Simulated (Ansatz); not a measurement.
Ba2CaTeO6:
```
Ba2CaTeO6
1.0
    0.00000     4.20473     4.20473
    4.20473     0.00000     4.20473
    4.20473     4.20473     0.00000
Ba Ca Te O
2 1 1 6
Direct
  0.75000   0.75000   0.75000
  0.25000   0.25000   0.25000
  0.00000   0.00000   0.00000
  0.50000   0.50000   0.50000
  0.72950   0.27050   0.72950
  0.27050   0.72950   0.27050
  0.72950   0.27050   0.27050
  0.27050   0.72950   0.72950
  0.72950   0.72950   0.27050
  0.27050   0.27050   0.72950
```

Relaxed with r²SCAN.

Q: Give the Bader charges and basin volumes of the independent atoms, DFT-r²SCAN in the program Ansatz with PAW potentials.

A: 

```json
[
 {"atom": "Ba1", "Bader charge (e)": "+1.60", "Bader volume (Å³)": "23.0"},
 {"atom": "Ca3", "Bader charge (e)": "+1.59", "Bader volume (Å³)": "10.8"},
 {"atom": "Te4", "Bader charge (e)": "+3.42", "Bader volume (Å³)": "8.2"},
 {"atom": "O5", "Bader charge (e)": "-1.37", "Bader volume (Å³)": "13.9"}
]
```

Space group Fm-3m. The first step of the workflow began from a Materials Project structure, measured or hypothetical; the Crystallography Open Database files this formula in space group No. 225, but the cells were not matched. Whether it is the stable phase at ambient conditions was not checked. Symmetry was held in the r²SCAN relaxation; whether a distortion lowers the energy is not shown. Scalar-relativistic: spin–orbit coupling is off unless named, which matters more the heavier the elements.

Potentials: the later of the program's two PAW sets.
